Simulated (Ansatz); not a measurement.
TiS$_{2}$ (CdI2 type)

```
TiS2
1.0
    3.36050     0.00000     0.00000
   -1.68025     2.91028     0.00000
    0.00000     0.00000     5.52286
Ti S
1 2
Direct
  0.00000   0.00000   0.00000
  0.33333   0.66667   0.25856
  0.66667   0.33333   0.74144
```

The slice is a (1 -1 0 0) plane (indices of the conventional cell) through the point (0.667, 0.333, 0.741) (fractional), spanned by u = [110] and v = [001] in vectors of this cell: u (3.36 Å) and v (5.52 Å, at 90° to u). It covers one period; positions are fractions (u, v).

Level of theory: PBE-D3(BJ) (plane waves to 420 eV, PAW, scalar-relativistic; Ansatz, an electronic-structure program). k mesh 16×16×9. These are valence fields of a PAW run, semicore shells included where kept as valence: close to a nucleus they are smooth pseudo fields. At this level the bands of TiS2 touch or barely overlap. The PAW data are Ansatz's earlier set. TiS2 is run without spin polarisation. TiS2 was relaxed with its symmetry unable to fall.

Predict the map of the electron localisation function (ELF) on the slice.


```
|xx699741147996x|
|x79997300379997|
|999985100158999|
|999862000026899|
|987520000002578|
|542100000000124|
|000001233210000|
|000014677641000|
|000136788763100|
|000257899875200|
|001368999986310|
|001368999986310|
|001367888876310|
|001256777765210|
|001133344333110|
|111111111111111|
|221100011000112|
|544210000001244|
|776520000002567|
|888752000025788|
|788874100147888|
|x58987311378985|
|xx599841148995x|
|xxx8984114898xx|
```
Scale: ten equal steps from 0.02 (start of '0') to 0.91 (end of '9'), in the order '0123456789'. Values: electron localisation function (ELF). The map has 15 points along u (one character each, u = 0 at the left) and 24 along v (v = 0 in the bottom row). Points within 0.5 Å of a nucleus are blanked (x), as the pseudised field means little there.
